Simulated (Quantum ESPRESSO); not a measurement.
**Band energies of Ca3SbP**

```
Ca3SbP
1.0
    5.38244     0.00000     0.00000
    0.00000     5.38244     0.00000
    0.00000     0.00000     5.38244
P Ca Sb
1 3 1
Direct
  0.50000   0.50000   0.50000
  0.00000   0.50000   0.50000
  0.50000   0.00000   0.50000
  0.50000   0.50000   0.00000
  0.00000   0.00000   0.00000
```

PBEsol (pw.x of Quantum ESPRESSO, ONCV potentials, with spin-orbit coupling); path ΓXMΓRX,MR; energies in eV from the valence-band maximum.

| k (1/Å) | point | band 50 | band 51 | band 52 | band 53 | band 54 | band 55 | band 56 | band 57 |
|---|---|---|---|---|---|---|---|---|---|
| 0.00 | Γ | 0.00 | 0.45 | 0.45 | 0.49 | 0.49 | 0.49 | 0.49 | 0.87 |
| 0.29 |  | -0.62 | 0.82 | 0.82 | 0.95 | 0.95 | 1.00 | 1.00 | 1.70 |
| 0.58 | X | -0.98 | 1.16 | 1.16 | 1.35 | 1.35 | 1.51 | 1.51 | 2.44 |
| 0.78 |  | -1.02 | 1.27 | 1.27 | 1.51 | 1.51 | 1.67 | 1.67 | 2.08 |
| 0.97 |  | -1.03 | 1.48 | 1.48 | 1.72 | 1.72 | 1.73 | 1.73 | 2.06 |
| 1.17 | M | -1.02 | 1.59 | 1.59 | 1.59 | 1.59 | 1.63 | 1.63 | 1.89 |
| 1.37 |  | -1.02 | 1.46 | 1.46 | 1.65 | 1.65 | 1.73 | 1.73 | 1.94 |
| 1.58 |  | -0.84 | 1.16 | 1.16 | 1.18 | 1.18 | 1.40 | 1.40 | 1.86 |
| 1.79 |  | -0.40 | 0.69 | 0.69 | 0.89 | 0.89 | 0.95 | 0.95 | 1.07 |
| 1.99 | Γ | 0.00 | 0.45 | 0.45 | 0.49 | 0.49 | 0.49 | 0.49 | 0.87 |
| 2.16 |  | -0.31 | 0.75 | 0.75 | 0.78 | 0.78 | 0.79 | 0.79 | 1.06 |
| 2.33 |  | -0.77 | 1.14 | 1.14 | 1.17 | 1.17 | 1.17 | 1.17 | 1.64 |
| 2.50 |  | -1.17 | 1.59 | 1.59 | 1.59 | 1.59 | 1.64 | 1.64 | 2.12 |
| 2.67 |  | -1.43 | 1.80 | 1.80 | 1.91 | 1.91 | 1.91 | 1.91 | 2.24 |
| 2.84 |  | -1.60 | 1.77 | 1.77 | 1.88 | 1.88 | 1.88 | 1.88 | 2.53 |
| 3.00 | R | -1.71 | 1.80 | 1.80 | 1.81 | 1.81 | 1.81 | 1.81 | 2.60 |
| 3.17 |  | -1.60 | 1.77 | 1.77 | 1.85 | 1.85 | 1.91 | 1.91 | 2.54 |
| 3.33 |  | -1.35 | 1.64 | 1.64 | 1.90 | 1.90 | 2.20 | 2.20 | 2.32 |
| 3.50 |  | -1.12 | 1.43 | 1.43 | 1.76 | 1.76 | 1.95 | 1.95 | 2.17 |
| 3.66 |  | -1.01 | 1.24 | 1.24 | 1.54 | 1.54 | 1.56 | 1.56 | 2.27 |
| 3.83 | X | -0.98 | 1.16 | 1.16 | 1.35 | 1.35 | 1.51 | 1.51 | 2.44 |
| 3.83 | M | -1.02 | 1.59 | 1.59 | 1.59 | 1.59 | 1.63 | 1.63 | 1.89 |
| 3.98 |  | -1.15 | 1.68 | 1.68 | 1.68 | 1.68 | 1.72 | 1.72 | 2.07 |
| 4.12 |  | -1.41 | 1.81 | 1.81 | 1.82 | 1.82 | 1.82 | 1.82 | 2.38 |
| 4.27 |  | -1.63 | 1.82 | 1.82 | 1.83 | 1.83 | 1.84 | 1.84 | 2.55 |
| 4.41 | R | -1.71 | 1.80 | 1.80 | 1.81 | 1.81 | 1.81 | 1.81 | 2.60 |

The PBEsol gap is direct, 0.45 eV at Γ.

The cell is held in this high symmetry; tilts and polar distortions were not searched.

Geometry of the Materials Project entry, not relaxed at this level.

The structure is a Materials Project entry; no match was found in the copy of COD used, and its stability was not checked.
